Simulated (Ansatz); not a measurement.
## K4As2Pb: input and output

The input, for Ansatz 0.2.0 (plane waves, PAW):

```yaml
crystal:
  lattice:
    - [2.929361, 5.073798, 0.0]
    - [-2.929361, 5.073798, 0.0]
    - [-2.929361, 1.691263, 9.385343]
  atoms:
    - { symbol: Pb, position: [0.0, 0.0, 0.0] }
    - { symbol: As, position: [0.08893, 0.82214, 0.26679] }
    - { symbol: As, position: [0.91107, 0.17786, 0.73321] }
    - { symbol: K, position: [0.3879, 0.2242, 0.1637] }
    - { symbol: K, position: [0.6121, 0.7758, 0.8363] }
    - { symbol: K, position: [0.20832, 0.58336, 0.62496] }
    - { symbol: K, position: [0.79168, 0.41664, 0.37504] }
  symmetry: { tolerance: 0.0003 }
kpoints:
  mp_grid: { grid: [7, 7, 7], shift: [0, 0, 0] }
  band_path:
    path:
      - [0.0, 0.0, 0.0]
      - [0.0, 0.0, 0.5]
      - [0.31168459, -0.31168459, 0.18831541]
      - [0.31168459, -0.37663081, -0.18831541]
      - [0.5, 0.0, 0.0]
      - [0.0, 0.0, 0.0]
      - [0.3441577, -0.3441577, -0.3441577]
      - [0.31168459, -0.3441577, 0.0]
      - [0.0, -0.5, 0.0]
      - [0.0, 0.0, 0.0]
    npoints: 6
magnetization:
  spin_polarized: false
scf:
  occupations: { method: fermi_dirac }
  lower_state_search: "off"
  max_iter: 200
hamiltonian:
  pseudopotentials: { kind: paw }
  xc: pbe
basis:
  ecutwfc: 420
  fft_grid_basis: typed
output:
  forces: true
  stress: true
  eigenvalues: true
  bader: true
  populations: true
  elf: true
  write_potential: true
  volumetric_format: npy
  dos:
    e_range: [-12, 8]
    de: 0.05
    projected: { site_lists: { As: [As], K: [K], Pb: [Pb] } }
checkpoint:
  read: saved_state
```

The run starts from an earlier solution of this cell. 

Output (shortened):

```
Free energy (F): -27771.0094 eV
Harris-Foulkes:  -27771.0094 eV  (|F-HF|=2.92e-8)
Internal energy: -27770.8310 eV  (E = F + TS)
E sigma→0 (E₀):  -27770.9202 eV
Entropy (-TS):   -0.1783 eV (-25.477 meV/atom)
Fermi energy:    5.1152 eV
--- Per-component energies (eV) ---
  E_band       = -1173.7778
  E_kinetic    = 1513.9072
  E_local      = -9121.2520  (includes V_loc(G=0)·N_el)
  E_nonlocal   = -940.4909
  E_hartree    = 4156.7303
  E_xc         = -918.1084
  E_vxc        = -948.3882  (∫ρ·V_xc dr)
  E_paw        = -17206.1697  (= ΣΔE_a)
  E_vpaw       = 8.9832  (= ΣTr[D̂ρ^β])
  E_aug_tail   = 0.0000  (compensation charges beyond the density's cutoff)
  E_ewald      = -5255.4475
  E_smearing   = -0.1783  (= −TS)
--- Forces (eV/Å), atoms counted from 1 ---
  atom   1  Pb     0.0000     0.0000     0.0000
  atom   2  As     0.0000     0.0000     1.6502
  atom   3  As     0.0000     0.0000    -1.6502
  atom   4  K      0.0000     0.0000     0.1262
  atom   5  K      0.0000     0.0000    -0.1262
  atom   6  K      0.0000     0.0000     0.0605
  atom   7  K      0.0000     0.0000    -0.0605
--- Stress (GPa, compression-positive) ---
        0.0898       0.0000       0.0000
        0.0000       0.0898       0.0000
        0.0000       0.0000       5.4935
  P = ⅓ Tr σ = 1.8910 GPa (18.910 kbar)
--- Bader charges: 7 sites ---
  site symbol  charge [e]  shift [e]
     0     Pb     -0.3973     0.0014
     1     As     -1.2091     0.0007
     2     As     -1.2091     0.0007
     3      K      0.7091     0.0000
     4      K      0.7091     0.0000
     5      K      0.6987     0.0000
     6      K      0.6987     0.0000
```

Origin: a known structure type with other elements, at an estimated volume, so it need not be a known compound. Caveats: many states at the Fermi level without spin polarisation, so a magnetic state may lie lower; atoms or cell far from equilibrium.
